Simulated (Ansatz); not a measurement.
TiSi2:
```
TiSi2
1.0
    0.00000     4.06115     4.22198
    2.36163     0.00000     4.22198
    2.36163     4.06115     0.00000
Si Ti
4 2
Direct
  0.66392   0.33608   0.66392
  0.33608   0.66392   0.33608
  0.58608   0.91392   0.58608
  0.91392   0.58608   0.91392
  0.00000   0.00000   0.00000
  0.25000   0.25000   0.25000
```

Relaxed with LDA. Special points in fractions of this cell's reciprocal vectors: Γ (0.000, 0.000, 0.000); Y (0.500, 0.000, 0.500); T (1.000, 0.500, 0.500); Z (0.500, 0.500, 0.000); Σ0 (0.000, 0.413, 0.413); U0 (1.000, 0.587, 0.587); C0 (0.500, 0.244, 0.744); A0 (0.500, 0.756, 0.256); L (0.500, 0.500, 0.500).

Task: List the band energies nearest the Fermi level at these points for DFT-LDA in the program Ansatz with PAW potentials.

Result: In eV from the Fermi level; about four levels below and three above (degenerate sets whole), none deeper than 8.9 eV; points with the same levels are listed once.

```tsv
k	below	above
Γ	-1.96 -1.71 -1.34 -0.96	2.12 3.27 3.54 3.54
Y	-2.34 -2.34 -0.88 -0.88	1.32 1.32 3.44 3.44
T	-1.18 -1.18 -0.65 -0.65	0.88 0.88 2.39 2.39
Z	-1.52 -1.52 -1.01 -1.01	0.77 0.77 3.37 3.37
Σ0	-2.42 -2.05 -1.33 -0.42	0.07 0.09 0.79
C0	-1.67 -1.67 -1.40 -1.40	1.47 1.47 2.25 2.25
L	-2.45 -1.99 -1.09 -0.04	0.15 1.07 1.44
```

Space group Fddd. The cell was relaxed with LDA under the symmetry of its start; of distortions, only those at the zone centre were tested. No spin polarisation was allowed.

Potentials: the later of the program's two PAW sets.
